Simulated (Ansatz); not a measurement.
## Data sheet: Zr₂SiN (DFT)

Zr$_{2}$SiN:
```xyz
8
Lattice="3.2221 0.0000 0.0000 -1.6111 2.7904 0.0000 0.0000 0.0000 13.4368" Properties=species:S:1:pos:R:3 pbc="T T T"
Zr     1.6111     0.9301     7.9938
Zr     0.0000     1.8603     5.4430
Zr     0.0000     1.8603     1.2754
Zr     1.6111     0.9301    12.1615
Si     1.6111     0.9301     3.3592
Si     0.0000     1.8603    10.0776
N      0.0000     0.0000     6.7184
N      0.0000     0.0000     0.0000
```

Space group P6_3/mmc (No. 194); conventional cell a = 3.2221 Å, b = 3.2221 Å, c = 13.4368 Å, α = 90.00°, β = 90.00°, γ = 120.00°.

Method: PBEsol in the plane-wave PAW code Ansatz. Structure relaxed to zero pressure with the same functional. Other levels are named where they apply.

### Cell and energy

```
Property                                                              Value
-----------------------------------------------------  --------------------
Volume per atom                                                    15.10 Å³
Density                                                          6.17 g/cm³
Formation energy from the elements (no fitted shifts)  -124 kJ/mol of atoms
```

### Electronic structure

```
Item                                                                        Result
------------------------------------  --------------------------------------------
Electronic character                                             metallic (no gap)
Density of states at the Fermi level  0.40 states/eV per atom (mean over ±0.08 eV)
```

### Mechanics

```
Property                                                                                      Value
--------------------------------------------  -----------------------------------------------------
Bulk modulus (Birch–Murnaghan fit)                                                          173 GPa
Pressure derivative B′                                                                          4.2
Elastic constants (relaxed ions, GPa)         C11 = 251, C12 = 112, C13 = 143, C33 = 297, C44 = 139
Mechanical stability                                         stable (all eigenvalues of C positive)
Hill bulk and shear moduli                                                         176 and 90.3 GPa
Young's modulus                                                                             231 GPa
Poisson's ratio                                                                                0.28
Debye temperature from the elastic constants                                                  513 K
```

### Phonons

```
Quantity                                        Value
-----------------------------  ----------------------
Highest zone-centre frequency               527 cm^-1
Zone-centre stability          no imaginary mode at Γ
```

The start of the workflow was typed in or built on a structure type; neither database checked (COD, Materials Project) lists it. Its standing as an ambient phase is unchecked. Symmetry was held in the PBEsol relaxation. No spin polarisation was allowed. As this level gives no gap, shear constants depend on the k-mesh and smearing (Fermi–Dirac, 0.1 eV here). As this level gives no gap, phonon frequencies hold no LO–TO term and depend on the k-mesh and smearing (Fermi–Dirac, 0.1 eV here). The references are the lowest solids computed at this level, not always the standard phases (solids in place of the gases). Scalar-relativistic: spin–orbit coupling is off unless named, which matters more the heavier the elements.

Potentials: the earlier of the program's two PAW sets. The files were generated under PBE; for other functionals the program regenerates the frozen cores, and for LDA and PBEsol the local potential too.
